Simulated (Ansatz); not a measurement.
## TiO: stationary points along a deformation path

Level of theory: DFT PBEsol, scalar-relativistic, plane waves, PAW in Ansatz 0.2.0. Settings: plane waves to 420 eV, k-mesh 30×30×24 (Γ-centred), Gaussian smearing 0.15 eV. No spin polarisation. Energies are free energies at this smearing, counted from the undisturbed cell; pressure is positive in compression.

Zero of the scan (relaxed at this level; this form isn't the usual structure):

```
Ti O
1.0
     2.78889    0.00000    0.00000
    -1.39444    2.41525    0.00000
     0.00000    0.00000    2.79408
Ti O
1 1
Direct
  0.66667 0.33333 0.00000
  0.00000 0.00000 0.50000
```

At fixed volume and fractional coordinates, lengths along (0.000, 0.000, 1.000) are scaled against those across it; ρ is that ratio over its starting value. V = 9.410 Å³/atom. Δσ is the stress along the axis less the mean stress across it (compression positive).

```csv
ρ,ΔE (meV/atom),Δσ (GPa),space group
0.800,429.1,97.44,P-6m2
0.850,227.6,71.97,P-6m2
0.920,59.2,36.64,P-6m2
0.960,14.0,17.65,P-6m2
1.000,0.0,-0.04,P-6m2
1.050,20.0,-20.94,P-6m2
1.100,76.5,-41.13,P-6m2
1.200,285.3,-82.45,P-6m2
1.300,610.2,-125.59,P-6m2
```

Question: How does the stress give the slope of the energy, and where is the energy stationary?

Answer: Along the path d ln(length) is 2/3 d ln ρ on the axis and −1/3 d ln ρ across it, so dE/d ln ρ = −(2/3) V Δσ: the energy falls with ρ where Δσ is positive. Δσ vanishes or changes sign between ρ = 0.960 and 1.000, a minimum (near 1.00 by linear interpolation). Pairs of stationary points between two samples would go unseen, and could change a minimum read from distant neighbours into a maximum.

Question: Integrate that slope from ρ = 1 to 0.850 by the trapezoid rule.

Answer: With V/N in Å³ and 1 eV/Å³ = 160.2 GPa the slopes at ρ = 1.000, 0.960, 0.920, 0.850 are 2, -691, -1435, -2818 meV/atom per unit of ln ρ. The steps add 14.1 + 45.2 + 168.3 = 227.6 meV/atom, against 227.6 from the energies; the trapezoid rule misses the curvature of the slope within each step.

No gap shows at this level, though a semilocal functional can close a small gap that the real compound has; without a gap these slopes depend on the k mesh and the smearing.

Cost: 9 runs of about 2 core-minutes in all, on Intel Xeon 6975P-C (Granite Rapids) (shared hosts).